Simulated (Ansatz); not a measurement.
Geometry optimisation in Ansatz: input, command and trajectory.

```yaml
crystal:
  lattice:
    - [-2.012795, 2.012795, 4.423196]
    - [2.012795, -2.012795, 4.423196]
    - [2.012795, 2.012795, -4.423196]
  atoms:
    - { symbol: Sc, position: [0.0, 0.0, 0.0] }
    - { symbol: Al, position: [0.75, 0.25, 0.5] }
    - { symbol: Al, position: [0.25, 0.75, 0.5] }
    - { symbol: Al, position: [0.5, 0.5, 0.0] }
basis:
  ecutwfc: 500
kpoints:
  mp_grid: { grid: [14, 14, 14] }
hamiltonian:
  xc: r2scan
scf:
  occupations: { method: gaussian, width: 0.1 }
output:
  forces: true
  stress: true
  eigenvalues: true
relax:
  adjacent_minimum: "off"
  f_tol: 0.005
  max_steps: 80
  cell: { stress_tol: 0.05 }
```

```bash
ansatz run input.yaml --threads 1 --pin off --max-ram 2560MiB --backend cpu --events-out ev --progress --plain --runs-dir out
```

Theory: DFT r2SCAN, scalar-relativistic, plane waves, PAW in Ansatz 0.2.0.

Of 5 frames 4 are shown, positions in Å and forces in eV/Å; the SCF threshold varies from step to step. Steps run on the plane waves of an earlier cell, with a Pulay correction in the pressure. The basis is chosen afresh for the last frame, the zero of the energies, and at times for earlier ones too; energy and pressure step there, also at an unchanged geometry. The mark taken_back stands on steps that the optimiser undid.

```xyz
4
Lattice="-2.0128 2.0128 4.4232 2.0128 -2.0128 4.4232 2.0128 2.0128 -4.4232" Properties=species:S:1:pos:R:3:forces:R:3 pbc="T T T" step=1 free_energy_over_end_meV_per_atom=2.04 pressure_GPa=-1.69
Sc    0.0000    0.0000    0.0000    0.0000    0.0000    0.0000
Al    0.0000    2.0128    2.2116    0.0000    0.0000    0.0000
Al    2.0128    0.0000    2.2116    0.0000    0.0000    0.0000
Al    0.0000    0.0000    4.4232    0.0000    0.0000    0.0000
4
Lattice="-1.9942 1.9942 4.3278 1.9942 -1.9942 4.3278 1.9942 1.9942 -4.3278" Properties=species:S:1:pos:R:3:forces:R:3 pbc="T T T" step=2 free_energy_over_end_meV_per_atom=2.07 pressure_GPa=1.87 taken_back
Sc    0.0000    0.0000    0.0000    0.0000    0.0000    0.0000
Al    0.0000    1.9942    2.1639    0.0000    0.0000    0.0000
Al    1.9942    0.0000    2.1639    0.0000    0.0000    0.0000
Al    0.0000    0.0000    4.3278    0.0000    0.0000    0.0000
4
Lattice="-2.0034 2.0034 4.3792 2.0034 -2.0034 4.3792 2.0034 2.0034 -4.3792" Properties=species:S:1:pos:R:3:forces:R:3 pbc="T T T" step=3 free_energy_over_end_meV_per_atom=-0.07 pressure_GPa=-0.06
Sc    0.0000    0.0000    0.0000    0.0000    0.0000    0.0000
Al    0.0000    2.0034    2.1896    0.0000    0.0000    0.0000
Al    2.0034    0.0000    2.1896    0.0000    0.0000    0.0000
Al    0.0000    0.0000    4.3792    0.0000    0.0000    0.0000
4
Lattice="-2.0032 2.0032 4.3771 2.0032 -2.0032 4.3771 2.0032 2.0032 -4.3771" Properties=species:S:1:pos:R:3:forces:R:3 pbc="T T T" step=5 free_energy_over_end_meV_per_atom=0.00 pressure_GPa=0.00
Sc    0.0000    0.0000    0.0000    0.0000    0.0000    0.0000
Al    0.0000    2.0032    2.1885    0.0000    0.0000    0.0000
Al    2.0032    0.0000    2.1885    0.0000    0.0000    0.0000
Al    0.0000    0.0000    4.3771    0.0000    0.0000    0.0000
```

The run took 3.5 min on 1 thread of AMD EPYC 7R43 64-Core Processor (Zen 3), on a shared host, peak memory 0.93 GiB.